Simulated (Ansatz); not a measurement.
Ni3O4:
```
Ni3O4
1.0
    0.00000     4.05749     4.05749
    4.05749     0.00000     4.05749
    4.05749     4.05749     0.00000
Ni O
6 8
Cartesian
  3.04312   3.04312   1.01437
  3.04312   1.01437   3.04312
  1.01437   1.01437   1.01437
  1.01437   3.04312   3.04312
  6.08624   6.08624   6.08624
  4.05749   4.05749   4.05749
  2.97586   2.97586   2.97586
  7.16787   5.00461   5.00461
  5.13912   5.13912   2.97586
  5.00461   7.16787   5.00461
  2.97586   5.13912   5.13912
  7.16787   7.16787   7.16787
  5.13912   2.97586   5.13912
  5.00461   5.00461   7.16787
```
The run is spin-polarised; directions of the spins, atom by atom: ↑ ↑ ↑ ↑ ↓ ↓ 0 0 0 0 0 0 0 0.

Relaxed with r²SCAN.

**Question.** Give the Bader charges and basin volumes of the independent atoms, r²SCAN in the plane-wave PAW code Ansatz.

**Answer.** 

| atom | Bader charge (e) | Bader volume (Å³) |
|---|---|---|
| Ni1 | +1.40 | 7.5 |
| Ni5 | +1.39 | 9.8 |
| O7 | -1.05 | 10.5 |

Space group Fd-3m. The start of the workflow was typed in or built on a structure type; neither database checked (COD, Materials Project) lists it. Its standing as an ambient phase is unchecked. The r²SCAN relaxation kept the symmetry of its start, as lowered by the spin order; its stability against distortions is not shown here. Spin order of the final state: antiferromagnetic, chosen from 3 collinear starts compared on coarse meshes (ties went to the first, and starts can fall back to one state), not a proven ground state. Other orbital occupations within this spin state were not tried. No Hubbard U is applied.

Potentials: the earlier of the program's two PAW sets. The files were generated under PBE; for other functionals the program regenerates the frozen cores, and for LDA and PBEsol the local potential too.
